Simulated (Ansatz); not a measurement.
Ag₂O:
```
CELL_PARAMETERS angstrom
      4.81205     0.00000     0.00000
      0.00000     4.81205     0.00000
      0.00000     0.00000     4.81205
ATOMIC_POSITIONS crystal
  Ag 0.25000 0.25000 0.75000
  Ag 0.25000 0.75000 0.25000
  Ag 0.75000 0.75000 0.75000
  Ag 0.75000 0.25000 0.25000
  O  0.00000 0.00000 0.00000
  O  0.50000 0.50000 0.50000
```

Relaxed with PBE.

Task: Map the valence electron density (e/Å³), cut off at 3 on the plane through (0.750, 0.750, 0.750) spanned by u = [1, 0, 0] and v = [0, 1, 1] in lattice vectors, from PBE (plane waves, PAW; program Ansatz).

Result: x is the fraction of u, y of v (the angle between them is 90°; rows are the nearest grid lines); atoms in the plane: Ag at (0.00, 0.00), Ag at (0.00, 0.50), O at (0.25, 0.25), O at (0.75, 0.75).
```
y \ x   0.000  0.0833  0.167  0.292  0.375  0.458  0.542  0.625  0.708  0.833  0.917   1.00
------  -----  ------  -----  -----  -----  -----  -----  -----  -----  -----  -----  -----
1.00     3.00    3.00   1.99  0.112  0.040  0.024  0.024  0.040  0.112   1.99   3.00   3.00
0.912    3.00    3.00  0.623  0.083  0.041  0.037  0.053  0.107  0.216  0.638   2.92   3.00
0.853   0.589   0.416  0.179  0.060  0.049  0.062  0.131  0.395  0.991  0.878  0.562  0.589
0.765   0.172   0.080  0.055  0.048  0.062  0.104  0.317   1.80   3.00   3.00  0.722  0.172
0.706   0.194   0.107  0.069  0.050  0.059  0.095  0.267   1.30   3.00   3.00  0.629  0.194
0.618    1.93    1.12  0.337  0.069  0.045  0.048  0.082  0.200  0.427  0.586   1.05   1.93
0.529    3.00    3.00   1.71  0.106  0.038  0.025  0.028  0.047  0.117   1.66   3.00   3.00
0.471    3.00    3.00   1.66  0.117  0.047  0.028  0.025  0.038  0.106   1.71   3.00   3.00
0.382    1.93    1.05  0.586  0.427  0.200  0.082  0.048  0.045  0.069  0.337   1.12   1.93
0.294   0.194   0.629   3.00   3.00   1.30  0.267  0.095  0.059  0.050  0.069  0.107  0.194
0.235   0.172   0.722   3.00   3.00   1.80  0.317  0.104  0.062  0.048  0.055  0.080  0.172
0.147   0.589   0.562  0.878  0.991  0.395  0.131  0.062  0.049  0.060  0.179  0.416  0.589
0.0882   3.00    2.92  0.638  0.216  0.107  0.053  0.037  0.041  0.083  0.623   3.00   3.00
0.000    3.00    3.00   1.99  0.112  0.040  0.024  0.024  0.040  0.112   1.99   3.00   3.00
```

The density is the valence pseudo-density with augmentation charge, so density and ELF within about 1 Å of a nucleus are not all-electron values.

Space group Pn-3m. The cell was relaxed with PBE under the symmetry of its start; of distortions, only those at the zone centre were tested. No spin polarisation was allowed.

Potentials: the later of the program's two PAW sets.
